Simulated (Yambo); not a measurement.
NaHF$_{2}$ (space group R-3m, No. 166): one transition space (8×8×8 mesh, 6 valence and 2 conduction bands, Tamm-Dancoff) with different kernels in Yambo, on PBEsol orbitals; field along x. BSE alone uses the static screening with 27 bands and a 4 Ry block; its scissor and those of RPA and TDDFT come from G0W0, that of the TDHF-type run from bare exchange. Axes are Cartesian, with cell vectors (Å) (1.74, 1.00, 4.60), (-1.74, 1.00, 4.60), (0.00, -2.01, 4.60).

```tsv
kernel	scissor (eV)	direct gap with it (eV)	lowest state (eV)	rough cost
BSE (screened electron-hole attraction)	4.41	11.54	9.11 (dark)	1 (with the screening)
RPA (no attraction)	4.41	11.54	11.54 (dark)	about 1/6
TDHF-type (unscreened attraction, exchange-only scissor)	11.17	18.30	13.43 (dark)	about 1/3
```

Costs are rough.

RPA leaves the lowest state at the direct gap: no bound exciton. These are vertical excitations (zero momentum). Spin singlets only. Strong means a line over 3 % of the spectrum's maximum, dark under 0.03 %. Absolute energies carry the error of the G0W0 scissor, whose convergence isn't established; the long-wavelength screening was taken along (1,1,1) although the crystal is anisotropic. Convergence of the binding with the mesh was not shown.

Geometry relaxed with PBE+D3(BJ); primitive cell a = b = c = 5.018 Å, α = β = γ = 40.50°.
